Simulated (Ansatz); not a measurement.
Relaxed-ion elastic tensor of CoSi in space group P2_13 (No. 198; Co on 4a, Si on 4a) in GPa (Voigt order), DFT-LDA in the program Ansatz with PAW potentials; density 7.02 g/cm³, 10.29 Å³ per atom.

|  | 1 | 2 | 3 | 4 | 5 | 6 |
|---|---|---|---|---|---|---|
| 1 | 425 | 169 | 169 | 0.0 | 0.0 | 0.0 |
| 2 | 169 | 425 | 169 | 0.0 | 0.0 | 0.0 |
| 3 | 169 | 169 | 425 | 0.0 | 0.0 | 0.0 |
| 4 | 0.0 | 0.0 | 0.0 | 136 | 0.0 | 0.0 |
| 5 | 0.0 | 0.0 | 0.0 | 0.0 | 136 | 0.0 |
| 6 | 0.0 | 0.0 | 0.0 | 0.0 | 0.0 | 136 |

Q: Is the crystal mechanically stable?

A: Yes: the smallest eigenvalue of C is 136 GPa.

Q: Work out the Voigt, Reuss and Hill averages.

A: K_V = 254, K_R = 254, K_H = 254; G_V = 133, G_R = 133, G_H = 133 GPa.

Q: Give Young's modulus, Poisson's ratio, Pugh's ratio and the universal anisotropy index.

A: E = 9KG/(3K + G) = 340 GPa; ν = 0.28; K/G = 1.91 (ductile by the Pugh limit of 1.75); A_U = 5G_V/G_R + K_V/K_R − 6 = 0.00.

Q: Estimate the sound speeds and the Debye temperature.

A: v_l = √((K + 4G/3)/ρ) = 7840 m/s, v_t = √(G/ρ) = 4350 m/s, mean 4850 m/s; Θ = (h/k)(3n/4πV)^(1/3) v_m = 664 K.

Q: Give the Zener ratio and Young's modulus along [100], [110] and [111].

A: A = 2C44/(C11 − C12) = 1.07; 1/E = S11 − 2(S11 − S12 − S44/2)Γ with Γ = 0, 1/4, 1/3 gives 329, 342, 347 GPa.

Q: Solve the Christoffel equation for the three sound speeds along [100], [110], [111].

A: Eigenvalues of C_ijkl n_j n_l equal ρv². In km/s, slowest first: [100] 4.41, 4.41, 7.78; [110] 4.27, 4.41, 7.86; [111] 4.32, 4.32, 7.88.

The cell was relaxed with LDA under the symmetry of its start; phonons on a q-mesh show no instability. No spin polarisation was allowed. As this level gives no gap, shear constants depend on the k-mesh and smearing (Fermi–Dirac, 0.1 eV here).

Potentials: the later of the program's two PAW sets.
